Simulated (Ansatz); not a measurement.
Here is the system:

SrMg2FeH8:
```cif
data_H8FeMg2Sr
_chemical_formula_sum 'Sr1 Mg2 Fe1 H8'
_space_group_name_H-M_alt 'P 1'
_space_group_IT_number 1
_cell_length_a 4.44498
_cell_length_b 4.44498
_cell_length_c 6.47242
_cell_angle_alpha 90.000
_cell_angle_beta 90.000
_cell_angle_gamma 120.000
loop_
_space_group_symop_operation_xyz
  'x, y, z'
loop_
_atom_site_label
_atom_site_type_symbol
_atom_site_fract_x
_atom_site_fract_y
_atom_site_fract_z
_atom_site_occupancy
Sr1 Sr 0.00000 0.00000 0.50000 1
Mg1 Mg 0.66667 0.33333 0.87630 1
Mg2 Mg 0.33333 0.66667 0.12370 1
Fe1 Fe 0.00000 0.00000 0.00000 1
H1 H 0.32249 0.16125 0.14601 1
H2 H 0.67751 0.83875 0.85399 1
H3 H 0.83875 0.16125 0.14601 1
H4 H 0.16125 0.83875 0.85399 1
H5 H 0.83875 0.67751 0.14601 1
H6 H 0.16125 0.32249 0.85399 1
H7 H 0.66667 0.33333 0.58005 1
H8 H 0.33333 0.66667 0.41995 1
```

This is the PBEsol-relaxed structure.

**Question.** All from PBEsol (plane waves, PAW; program Ansatz), unless another level is named. Predict the gap with spin–orbit coupling.

**Answer.** 1.61 eV.

**Question.** Predict the band gap.

**Answer.** 1.62 eV (indirect).

**Question.** What about the HSE06 gap on the PBEsol cell?

**Answer.** 3.76 eV.

**Question.** Predict the electron effective mass.

**Answer.** 0.57, 0.81, 1.0 mₑ (principal values).

Space group P-3m1. The first step of the workflow began from a Materials Project structure, measured or hypothetical; the Crystallography Open Database copy checked does not list it. Whether it is the stable phase at ambient conditions was not checked. The PBEsol relaxation kept the symmetry of its start; its stability against distortions is not shown here. The run is not spin-polarised. Scalar-relativistic: spin–orbit coupling is off unless named, which matters more the heavier the elements.

Potentials: the later of the program's two PAW sets.
